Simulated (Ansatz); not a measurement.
Data:

CdPt:
Space group P4/mmm (No. 123); a = 2.981 Å, b = 2.981 Å, c = 3.830 Å, α = 90.00°, β = 90.00°, γ = 90.00°

```
atom  site  symmetry       x       y       z
----  ----  --------  ------  ------  ------
Cd      1a     4/mmm  0.0000  0.0000  0.0000
Pt      1d     4/mmm  0.5000  0.5000  0.5000
```

This is the r²SCAN-relaxed structure.

Problem. All from plane-wave PAW r²SCAN (Ansatz code), unless another level is named. Estimate the density of states at the Fermi level.

Solution. 0.25 states/eV per atom (mean over ±0.08 eV).

Problem. Give the formation energy from the elements (no fitted shifts).

Solution. -0.41 eV/atom.

The workflow started from a Materials Project entry (that database holds measured and hypothetical structures alike); the Crystallography Open Database copy checked does not list it. With Cd and Pt taken as one species the cell has the higher symmetry I4/mmm, so it may be an ordered model of a mixed-site phase. Whether it is the stable phase at ambient conditions was not checked. The r²SCAN relaxation kept the symmetry of its start; whether a distortion lowers the energy is not shown. No spin polarisation was allowed. Axis ratios of metals converge slowly with the k-mesh, so a and c are less sure than the volume. The references are the lowest solids computed at this level, not always the standard phases. Scalar-relativistic: spin–orbit coupling is off unless named, which matters more the heavier the elements.

Potentials: the later of the program's two PAW sets.
